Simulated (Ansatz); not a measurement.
## Sr$_{2}$Ga, a known structure type with other elements, at an estimated volume

```yaml
crystal:
  lattice:
    - [0.00000, 0.00000, 6.04151]
    - [3.81731, -3.81731, 3.02076]
    - [3.81731, 3.81731, -3.02076]
  atoms:
    - { symbol: Ga, position: [0.25000, 0.00000, 0.00000] }
    - { symbol: Ga, position: [0.75000, 0.00000, 0.00000] }
    - { symbol: Sr, position: [0.66000, 0.50000, 0.82000] }
    - { symbol: Sr, position: [0.16000, 0.18000, 0.50000] }
    - { symbol: Sr, position: [0.34000, 0.50000, 0.18000] }
    - { symbol: Sr, position: [0.84000, 0.82000, 0.50000] }
```

Method: r2SCAN, no spin polarisation; PAW, plane waves to 500 eV, 7×7×7 Γ-centred mesh, fermi-dirac occupations (width 0.1 eV) (Ansatz 0.2.0), atoms fixed.

(1) How is the charge shared?

(2) What do density and ELF say about some of the short contacts?

(3) What does the stress say?

(4) What happens at the Fermi level?

(5) Which atom feels the largest force, and which way?

(6) What is the formation energy?

Origin: a known structure type with other elements, at an estimated volume, so it need not be a known compound. Caveats: many states at the Fermi level without spin polarisation, so a magnetic state may lie lower.

Results:

(1) Bader charges in e: Sr +0.90, Ga -1.69. In the mean Sr gives up most and Ga takes most. There are 2 density maxima away from the nuclei.

(2) Ga–Ga at 3.02 Å: least valence density 0.18 e/Å³ and ELF 0.42 there. Ga–Sr at 3.24 Å: least valence density 0.12 e/Å³ and ELF 0.13 there. Sr–Sr at 3.46 Å: least valence density 0.07 e/Å³ and ELF 0.07 there. These are pseudo-fields; inside the PAW spheres they differ from the all-electron ones.

(3) The pressure is 8.9 GPa (compression positive), so with the atoms held at these fractions the cell would first expand; the forces are large, so a full relaxation may end otherwise. The principal stresses 7.9, 7.9, 11.0 GPa differ, so its shape would change too.

(4) It is a metal, with about 7.2 states/eV a cell as the mean within 0.25 eV of the Fermi level.

(5) The largest is on Sr4 (and as large on other atoms): 0.89 eV/Å, components (-0.63, 0.63, 0.00). It makes 73° with the line to a nearest neighbour, Ga2 at 3.24 Å.

(6) 0.03 eV an atom against the elements' usual phases (free molecules for gases, crystals otherwise, with no correction for O₂ or N₂), too near zero to call. Relaxing would lower it.
